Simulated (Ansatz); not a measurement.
Method: DFT PBE, scalar-relativistic, plane waves, PAW in Ansatz 0.2.0. Cutoff 420 eV, Γ-centred 12×12×4 mesh (6-atom cell), Gaussian smearing of 0.02 eV, no spin polarisation.

Energies over the elements count from the elements' standard structures at the same level, with no fitted energy shifts.

**Question.** Suggest a trial structure for a trigonal semiconductor made of Mg, S and Zn, with a gap near 2.2 eV, a formation energy near −1.01 eV/atom and about 21 Å³ per atom, in a cell of 6 atoms. Its symmetry should be P3m1 (No. 156).

**Answer.** MgZn₂S₃, space group P3m1 (No. 156). Mg has 4 S at 2.42–2.47 Å; around Zn on its first site lie 4 S at 2.36–2.38 Å; around Zn on its second site lie 4 S at 2.36–2.38 Å; S on its first site has 1 Zn at 2.36 Å and 3 Mg at 2.42 Å; 2 more sites not described.

```
CELL_PARAMETERS angstrom
3.90608 0.00000 0.00000
-1.95304 3.38276 0.00000
0.00000 0.00000 9.59007
ATOMIC_POSITIONS crystal
Mg 0.00000 0.00000 0.99998
Zn 0.66667 0.33333 0.33743
Zn 0.33333 0.66667 0.66207
S 0.66667 0.33333 0.09165
S 0.33333 0.66667 0.41644
S 0.00000 0.00000 0.74243
```

The volume per atom is 21.12 Å³. The density is 3.29 g/cm³ and the energy over the elements is −1.013 eV/atom. The gap on the 12×12×4 mesh of the 6-atom cell is 2.23 eV.

The cell was found from a structure generator's guess, not taken from experiment. Other answers may fit too; this one was computed.

Kohn–Sham gaps at this level usually fall short of measured ones. The reference form of S is held partly by dispersion forces, which this level lacks. A later test with randomly moved atoms came back to the same energy, though modes that don't fit the test's cell weren't probed.
